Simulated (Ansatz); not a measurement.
Consider the following.

Relaxed Rh (fcc, Cu type):

```yaml
crystal:
  lattice:
    - [3.83006, 0.00000, 0.00000]
    - [0.00000, 3.83006, 0.00000]
    - [0.00000, 0.00000, 3.83006]
  atoms:
    - { symbol: Rh, position: [0.00000, 0.00000, 0.00000] }
    - { symbol: Rh, position: [0.50000, 0.50000, 0.00000] }
    - { symbol: Rh, position: [0.50000, 0.00000, 0.50000] }
    - { symbol: Rh, position: [0.00000, 0.50000, 0.50000] }
```

In this cell atom 1 (Rh, nearest neighbour Rh at 2.708 Å; its periodic images, 3.8 Å or more away, move with it) is moved by u·(1.000, 0.000, 0.000) + v·(0.000, 0.000, 1.000); the rest is frozen.

Calculation: PBE (plane waves to 420 eV, PAW, scalar-relativistic; Ansatz, a quantum-chemistry and plane-wave program). k mesh 10×10×10 (Γ-centred), Fermi-Dirac smearing 0.05 eV. The energy includes the smearing's −TS. Points where atoms come too close for the PAW data are left out (x in tables, blank in figures). With partly filled bands, energies and forces of such displacements shift with the k mesh and the smearing. Rh is run without spin polarisation. Rh was relaxed with its symmetry unable to fall. The zero of ΔE is the undisplaced structure. Axes are in Å.

The scan covers u from -0.410 to 0.410 Å in 7 points and v from -0.410 to 0.410 Å in 7 points.

**Question.** Is the undisplaced position a minimum, a maximum or a saddle of this map?

**Answer.** A minimum.

**Question.** What are the two principal curvatures of the energy at the centre?

**Answer.** 10.7 eV/Å², isotropic.

(For displaced atoms, the force is minus the slope of the energy, and its curvature is a force constant, which sets phonon frequencies.)
